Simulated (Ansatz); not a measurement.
VN (rock salt)

```cif
data_NV
_chemical_formula_sum 'N1 V1'
_space_group_name_H-M_alt 'P 1'
_space_group_IT_number 1
_cell_length_a 2.91110
_cell_length_b 2.91110
_cell_length_c 2.91110
_cell_angle_alpha 60.000
_cell_angle_beta 60.000
_cell_angle_gamma 60.000
loop_
_space_group_symop_operation_xyz
  'x, y, z'
loop_
_atom_site_label
_atom_site_type_symbol
_atom_site_fract_x
_atom_site_fract_y
_atom_site_fract_z
_atom_site_occupancy
N1 N 0.00000 0.00000 0.00000 1
V1 V 0.50000 0.50000 0.50000 1
```

E(V) scan at fixed shape, V₀ the volume above. Symmetry pins the atoms to their sites.

Calculation: PBE (plane waves to 420 eV, PAW, scalar-relativistic; Ansatz, a program for electronic structure). k mesh 19×19×19 (Γ-centred), Fermi-Dirac smearing 0.05 eV. E stands for the smeared free energy. Compression counts positive. The PAW data are Ansatz's earlier set. VN is run without spin polarisation. VN was relaxed with its symmetry unable to fall. The zero of ΔE is the relaxed starting cell.

| a (Å) | P (GPa) | ΔE (meV/atom) |
|---|---|---|
| 3.9748 | 41.6 | ? |
| 3.9992 | 33.0 | ? |
| 4.0233 | 25.2 | 43 |
| 4.0471 | 18.0 | 23 |
| 4.0707 | 11.5 | 10 |
| 4.0939 | 5.5 | 2 |
| 4.1169 | 0.0 | 0 |
| 4.1397 | -5.0 | 2 |
| 4.1622 | -9.6 | 9 |
| 4.1844 | -13.8 | 20 |
| 4.2064 | -17.6 | 34 |
| 4.2282 | -21.1 | 51 |
| 4.2498 | -24.3 | 72 |

Task: What belongs in the gaps?

Result: 
- 3.9748, ΔE (meV/atom): 103
- 3.9992, ΔE (meV/atom): 69

(Under strain, the slope of the energy per volume gives the stress and its curvature an elastic modulus.)
